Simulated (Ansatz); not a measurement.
Rb3InF6:
```xyz
10
Lattice="0.0000 4.6795 4.6795 4.6795 0.0000 4.6795 4.6795 4.6795 0.0000" Properties=species:S:1:pos:R:3 pbc="T T T"
Rb     7.0193     7.0193     7.0193
Rb     2.3398     2.3398     2.3398
Rb     4.6795     4.6795     4.6795
In     0.0000     0.0000     0.0000
F      2.0710     4.6795     4.6795
F      7.2881     4.6795     4.6795
F      4.6795     2.0710     4.6795
F      4.6795     7.2881     4.6795
F      4.6795     4.6795     2.0710
F      4.6795     4.6795     7.2881
```

Relaxed with r²SCAN. Special points in fractions of this cell's reciprocal vectors: Γ (0.000, 0.000, 0.000); X (0.500, 0.000, 0.500); U (0.625, 0.250, 0.625); K (0.375, 0.375, 0.750); L (0.500, 0.500, 0.500); W (0.500, 0.250, 0.750).

Problem. List the band energies nearest the valence-band maximum at these points for DFT-r²SCAN in the program Ansatz with PAW potentials.

Solution. In eV from the valence-band maximum; about four levels below and three above (degenerate sets whole), none deeper than 8.9 eV; points with the same levels are listed once.

| k | below | above |
|---|---|---|
| Γ | -0.41 -0.41 -0.31 -0.31 -0.31 | 5.99 9.27 9.27 |
| X | -0.51 -0.51 -0.45 -0.41 -0.31 | 7.57 8.48 9.37 |
| U | -0.46 -0.46 -0.35 -0.34 -0.16 | 7.64 8.75 9.08 |
| L | -0.38 -0.38 -0.38 0.00 0.00 | 7.48 8.38 10.10 10.10 |
| W | -0.44 -0.38 -0.38 -0.13 | 7.68 8.94 8.94 |

Space group Fm-3m. The workflow started from a Materials Project entry (that database holds measured and hypothetical structures alike); the Crystallography Open Database copy checked does not list it. Its standing as an ambient phase is unchecked. The cell was relaxed with r²SCAN under the symmetry of its start; whether a distortion lowers the energy is not shown. Scalar-relativistic: spin–orbit coupling is off unless named, which matters more the heavier the elements.

Potentials: the later of the program's two PAW sets.
